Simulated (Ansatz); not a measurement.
Space group P6_522 (No. 179). a = 7.298 Å, b = 7.298 Å, c = 7.016 Å, α = 90.00°, β = 90.00°, γ = 120.00°
```json
{"atom": "Si", "site": "6b", "symmetry": "..2", "x": "0.5337", "y": "0.7668", "z": "0.4167"}
{"atom": "O", "site": "6b", "symmetry": "..2", "x": "0.6125", "y": "0.3875", "z": "0.0833"}
{"atom": "O", "site": "6a", "symmetry": ".2.", "x": "0.0000", "y": "0.6829", "z": "0.1667"}
```

Equation of state of this SiO₂ structure (not necessarily the ground state), with shape and atoms relaxed at each volume where symmetry leaves them free. Theory: Ansatz, DFT r2SCAN, scalar-relativistic, plane waves, PAW.

Settings: cutoff 500 eV, Γ-centred mesh 6×6×4 on the computed 18-atom cell, Gaussian smearing of 0.02 eV; no spin polarisation.

```tsv
V (Å³/atom)	E − E(largest V) (meV/atom)	P (GPa)	gap on mesh (eV)
15.821	59.14	19.27	6.34
16.361	2.90	14.07	6.42
16.900	-35.69	8.92	6.44
17.440	-57.65	4.21	6.43
17.979	-64.60	0.00	6.38
18.518	-58.21	-3.72	6.30
19.058	-40.05	-7.00	6.18
19.777	0.00	-10.74	5.96
```

Problem. Fit a third-order Birch–Murnaghan equation to E(V).

Solution. V0 = 17.99 Å³/atom, B0 = 131 GPa, B0' = 2.7.

The gaps are read on the mesh, which can miss the band edges, so they can be too wide.

This form isn't the usual stable structure of the compound.

Cost: 8 runs of about 48 core-minutes in all, on Oxide Virtual Turin-like Processor (Zen 5) (shared hosts).